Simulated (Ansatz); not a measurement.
TiRh (space group P4/mmm)

```
TiRh
1.0
    2.89432     0.00000     0.00000
    0.00000     2.89432     0.00000
    0.00000     0.00000     3.35624
Ti Rh
1 1
Cartesian
  1.44716   1.44716   1.67812
  0.00000   0.00000   0.00000
```

The slice is a (0 -1 1) plane (indices of the conventional cell) through the point (0.000, 0.000, 0.000) (fractional), spanned by u = [100] and v = [011] in vectors of this cell: u (2.89 Å) and v (4.43 Å, at 90° to u). It covers one period; positions are fractions (u, v).

These are LDA (plane waves to 420 eV, PAW, scalar-relativistic; Ansatz, a first-principles code) values and carry that method's errors. k mesh 16×16×14. Inside the PAW spheres the values are not all-electron values, and peaks at nuclei hang on which shells count as valence. TiRh is run without spin polarisation. TiRh was relaxed with its symmetry unable to fall.

### Question
What is the valence density on the shortest Ti–Rh line in this plane (2.65 Å), at its minimum between the atoms?

### Answer
0.31 e/Å³.

### Question
What is the ELF at the density minimum of the shortest Ti–Rh line in this plane (2.65 Å)?

### Answer
0.2.

### Question
Sketch the electron localisation function (ELF) on this plane as a map.

### Answer
```
|xxx@#=:.---.:=#@xx|
|xxx@#=::-=-::=#@xx|
|x@@%+-::-=-::-+%@@|
|%%#*=::--=--::=*#%|
|*++=-::-----::-=++|
|----:::::.:::::---|
|:::-::.     .::-::|
|---:.    .    .:--|
|=--.  .-=+=-.  .--|
|=-:  :=#%%%#=:  :-|
|-:. .=#%%x%%#=. .:|
|:.  :*%xxxxx%*:  .|
|..  -#%xxxxx%#-  .|
|.   =%xxxxxxx%=   |
|..  -#%xxxxx%#-  .|
|:.  :*%xxxxx%*:  .|
|-:. .=#%%x%%#=. .:|
|=-:  :=#%%%#=:  :-|
|=--.  .-=+=-.  .--|
|---:.    .    .:--|
|:::-::.     .::-::|
|----:::::.:::::---|
|*++=-::-----::-=++|
|%%#*=::--=--::=*#%|
|x@@%+-::-=-::-+%@@|
|xxx@#=::-=-::=#@xx|
|xxx@#=:.---.:=#@xx|
|xxxx#=:.:-:.:=#xxx|
```
Scale: ten equal steps from 0.11 (start of ' ') to 0.72 (end of '@'), in the order ' .:-=+*#%@'. Values: electron localisation function (ELF). The map has 18 points along u (one character each, u = 0 at the left) and 28 along v (v = 0 in the bottom row). Points within 0.5 Å of a nucleus are blanked (x), as the pseudised field means little there.
